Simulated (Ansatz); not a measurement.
# Mg: projected DOS by orbital

```yaml
crystal:
  lattice:
    - [-1.47650, 1.47650, 1.47650]
    - [1.47650, -1.47650, 1.47650]
    - [1.47650, 1.47650, -1.47650]
  atoms:
    - { symbol: Mg, position: [0.00000, 0.00000, 0.00000] }
```

The cell is a database entry far from equilibrium at this level of theory, probably a faulty or high-pressure entry; it serves as a test geometry alone.

Level of theory: DFT, PBEsol, all-electron LAPW, scalar-relativistic in Ansatz 0.2.0.

Settings: a Γ-centred 16×16×16 k mesh, Fermi–Dirac smearing of 0.05 eV, basis error target 0.25 meV/atom, no spin polarisation.

States per eV for one atom of each kind, in 0.4 eV bins named by their centres, from the Fermi level, projected on a minimal set of Löwdin-orthogonalised atomic shells; orbitals are real harmonics on the Cartesian axes, equal curves share a column, and empty bins are left out, as is all above 5.8 eV, near the top of the computed bands.

Mg 3s:

```
# E all
-9.5 0.04
-9.1 0.07
-8.7 0.09
-8.3 0.10
-7.9 0.12
-7.5 0.13
-7.1 0.15
-6.7 0.16
-6.3 0.17
-5.9 0.18
-5.5 0.19
-5.1 0.20
-4.7 0.21
-4.3 0.21
-3.9 0.21
-3.5 0.21
-3.1 0.21
-2.7 0.20
-2.3 0.18
-1.9 0.14
-1.5 0.11
-1.1 0.08
-0.7 0.07
-0.3 0.11
0.1 0.13
0.5 0.14
0.9 0.13
1.3 0.08
1.7 0.06
2.1 0.04
2.5 0.03
2.9 0.03
3.3 0.03
3.7 0.05
4.1 0.05
4.5 0.05
4.9 0.05
5.3 0.05
5.7 0.04
```
